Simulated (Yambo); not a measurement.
Quantum ESPRESSO input (LDA, PseudoDojo standard norm-conserving files, scalar-relativistic) whose wavefunctions are converted with p2y:

```
&CONTROL
  calculation = 'nscf'
  pseudo_dir = './pseudo'
  outdir = './out'
/
&SYSTEM
  ibrav = 0
  nat = 10
  ntyp = 4
  ecutwfc = 84.0
  ecutrho = 336.0
  occupations = 'fixed'
  force_symmorphic = .true.
  nbnd = 203
/
&ELECTRONS
  conv_thr = 1e-08
  diago_full_acc = .true.
  diago_thr_init = 1e-08
/
ATOMIC_SPECIES
O 15.9990 O.upf
Ga 69.7230 Ga.upf
Sr 87.6200 Sr.upf
Sb 121.7600 Sb.upf
CELL_PARAMETERS angstrom
  0.000000000000   3.988720000000   3.988720000000
  3.988720000000   0.000000000000   3.988720000000
  3.988720000000   3.988720000000   0.000000000000
ATOMIC_POSITIONS crystal
O   0.749890000000   0.250110000000   0.749890000000
O   0.250110000000   0.749890000000   0.250110000000
O   0.749890000000   0.250110000000   0.250110000000
O   0.250110000000   0.749890000000   0.749890000000
O   0.749890000000   0.749890000000   0.250110000000
O   0.250110000000   0.250110000000   0.749890000000
Ga   0.000000000000   0.000000000000   0.000000000000
Sr   0.250000000000   0.250000000000   0.250000000000
Sr   0.750000000000   0.750000000000   0.750000000000
Sb   0.500000000000   0.500000000000   0.500000000000
K_POINTS automatic
1 1 1 0 0 0
```

Yambo's initialisation report on symmetry, reciprocal space, the k grid and the gaps on this mesh:

```
  [02.02] Symmetries
  ==================

  Inversion symmetry    : yes
  Spatial inversion     : yes
  Inversion index       :  25
  K-space Time-reversal : no
  Magnetic symmetries   : no
  Group table correct   : yes
  Symmetries units      :  [cc]

  [02.03] Reciprocal space
  ========================

  nG shells         :   647
  nG charge         :   89115
  nG WFs            :  11113
  nC WFs            :  11113
  G-vecs. in first 64 shells:  [ Number ]
     1    9   15   27   51   59   65   89  113
    137   169   181   229   259   283   307   331   339
    387   411   459   531   537   561   609   645   701
    725   749   821   869   893   941   965  1037  1067
   1139  1211  1243  1291  1363  1411  1459  1471  1591
   1639  1687  1759  1807  1837  1893  1917  1989  2085
   2109  2133  2229  2277  2397  2421  2445  2565  2637
   2685
  ...
  Shell energy in first 64 shells:  [ mHa ]
    0.00000      260.571      347.428      694.856      955.427      1042.28      1389.71      1650.28      1737.14
    2084.57      2345.14      2779.42      3040.00      3126.85      3474.28      3734.85      3821.71      4169.14
    4429.71      4516.56      4863.99      5124.56      5558.85      5819.42      5906.28      6253.71      6514.28
    6601.13      6948.56      7209.13      7295.99      7643.42      7903.99      8338.27      8598.84      8685.70
    9033.13      9293.70      9380.56      9988.56      10075.4      10422.8      10683.4      11117.7      11378.3
    11465.1      11812.6      12073.1      12160.0      12507.4      12768.0      12854.8      13202.3      13462.8
    13897.1      14157.7      14244.6      14592.0      14852.6      14939.4      15286.8      15547.4      15634.3
    15981.7
  ...

  [02.04] K-grid lattice
  ======================

  Compatible Grid is   : 0D
  K lattice UC volume  :  0.289609 [a.u.]

  IBZ K-points                                      :  1
  BZ  K-points                                      :  1

  K/Q-points units:
  rlu = crystal or reduced units; cc = cartesian coordinates; iku = interal k-units

  K [1]          [rlu]:  0.000000  0.000000  0.000000
         WF components:  11113

  [02.05] Energies & Occupations
  ==============================

  [X] === General ===
  [X] Electronic Temperature                        :  0.000000  0.000000 [eV K]
  [X] Bosonic    Temperature                        :  0.000000  0.000000 [eV K]
  [X] Finite Temperature mode                       : no
  [X] El. density                                   :  0.66183E+24 [cm-3]
  [X] Fermi Level                                   :  9.451499 [eV]

  [X] === Gaps and Widths ===
  [X] Conduction Band Min                           :  0.551566 [eV]
  [X] Valence Band Max                              :  0.000000 [eV]
  [X] Filled Bands                                  :   42
  [X] Empty Bands                                   :   43  203
  [X] Direct Gap                                    :  0.551566 [eV]
  [X] Direct Gap localized at k                     :  1
```
The gaps are LDA values on this mesh alone; only operations without fractional translations are kept.

Spin-orbit coupling is not included.

Geometry of the Materials Project entry, not relaxed at this level.
